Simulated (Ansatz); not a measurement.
# SrB6: do energies and stresses tell the same story?

All numbers below come from DFT r2SCAN, scalar-relativistic, plane waves, PAW in Ansatz 0.2.0.

Settings: cutoff 500 eV, Γ-centred mesh 8×8×8 on the computed 7-atom cell, Gaussian smearing of 0.10 eV; no spin polarisation.

Relaxed cell: Pm-3m, a = 4.189 Å, b = 4.189 Å, c = 4.189 Å, α = 90.00°, β = 90.00°, γ = 90.00°, 7 atoms in the primitive cell. Whether it is the stable form of this composition wasn't checked.

Energies at zero smearing and pressures from the stress tensor, at volumes with shape and atoms relaxed:
```json
{"V (Å³/atom)": "9.868", "E − E(first) (meV/atom)": "0.00", "P (GPa)": "10.60"}
{"V (Å³/atom)": "10.183", "E − E(first) (meV/atom)": "-15.13", "P (GPa)": "4.92"}
{"V (Å³/atom)": "10.498", "E − E(first) (meV/atom)": "-19.85", "P (GPa)": "0.00"}
{"V (Å³/atom)": "10.813", "E − E(first) (meV/atom)": "-15.58", "P (GPa)": "-4.27"}
{"V (Å³/atom)": "11.128", "E − E(first) (meV/atom)": "-3.48", "P (GPa)": "-7.98"}
```

Check P = −dE/dV between neighbouring volumes, and get the bulk modulus from the pressures alone.

With 1 eV/Å³ = 160.2 GPa:
| middle V (Å³/atom) | −ΔE/ΔV (GPa) | mean P (GPa) |
| --- | --- | --- |
| 10.026 | 7.696 | 7.761 |
| 10.341 | 2.401 | 2.459 |
| 10.656 | -2.173 | -2.134 |
| 10.971 | -6.154 | -6.122 |

The two differ by 0.06 GPa at most. The mean of two end pressures misses the average over a step by about ΔV² P″/12, up to 0.07 GPa here; with that taken off 0.01 GPa remains. Around V = 10.498 Å³/atom, the two neighbours give B = −V ΔP/ΔV = 10.498 × 9.19 / 0.630 = 153.1 GPa, against B0 = 152.5 GPa from the Birch–Murnaghan fit of the energies.

Cost: 6 runs of about 3 core-minutes in all, on Arm Neoverse V2 (shared hosts).